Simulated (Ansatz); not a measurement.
Trial structure of Ti5Al6Ni, not yet relaxed:

```cif
data_structure
_symmetry_space_group_name_H-M 'P4/mmm'
_symmetry_Int_Tables_number 123
_cell_length_a 3.0788
_cell_length_b 3.0788
_cell_length_c 18.4726
_cell_angle_alpha 90.000
_cell_angle_beta 90.000
_cell_angle_gamma 90.000
_cell_volume 175.10
loop_
_atom_site_label
_atom_site_type_symbol
_atom_site_symmetry_multiplicity
_atom_site_Wyckoff_symbol
_atom_site_fract_x
_atom_site_fract_y
_atom_site_fract_z
_atom_site_occupancy
Ti1 Ti 2 h 0.50000 0.50000 0.83333 1
Ti2 Ti 1 c 0.50000 0.50000 0.00000 1
Ti3 Ti 2 h 0.50000 0.50000 0.33333 1
Al1 Al 2 g 0.00000 0.00000 0.75000 1
Al2 Al 2 g 0.00000 0.00000 0.91667 1
Al3 Al 2 g 0.00000 0.00000 0.41667 1
Ni1 Ni 1 d 0.50000 0.50000 0.50000 1
```

Theory: Ansatz 0.2.0, DFT PBE, scalar-relativistic, plane waves, PAW. Plane waves to 420 eV, a k mesh through Γ of 6×6×1 on the computed 12-atom cell and Gaussian smearing (0.10 eV); collinear spin from starting moments 0.0 0.0 0.0 0.0 0.0 0.0 0.0 0.0 0.0 0.0 0.0 2.0 μB.

Formation energies are uncorrected and refer to the elements' standard structures at the same level.

Question: Estimate its pressure, forces and energy as it stands.

Answer: The pressure is 8.7 GPa (the mean over three directions, positive in compression), the largest force is 1.65 eV/Å, and the energy is −0.24 eV/atom against the elements. The shortest distance is 2.67 Å.

Question: Is it a good guess?

Answer: A rough one: relaxing gains about 0.21 eV/atom (the start's value is from the coarse mesh, so the gain is rough) in 16 ionic steps and ends at −0.45 eV/atom on the finer mesh. The symmetry stays P4/mmm (No. 123). The volume per atom grows by 6.5 %, from 14.6 to 15.5 Å³. The shortest distance goes from 2.67 Å (Al–Ni and Ti–Al) to 2.49 Å (Al–Ni). The ratio c/a of the conventional cell changes by a factor of 1.37. Conventional cell: a = 2.830 Å, c = 23.273 Å. Ti on a site of symmetry 4mm has 4 Ti at 2.83 Å and 8 Al at 2.85–2.86 Å; around Al on its first site lie 4 Al at 2.83 Å and 8 Ti at 2.85–2.86 Å; Ni has 8 Al at 2.49 Å and 4 Ni at 2.83 Å; 4 more sites not described.

The last run used a 14×14×2 mesh (in the run's order of axes) for its 12-atom cell and Gaussian smearing of 0.10 eV. Trial moments died out on the coarse mesh, so the last step has no spin; another magnetic start might hold. The relaxation can't lower the symmetry of the start, and the grade says only how near the guess is to its own end. A later test with randomly moved atoms came back to the same energy, though modes that don't fit the test's cell weren't probed.
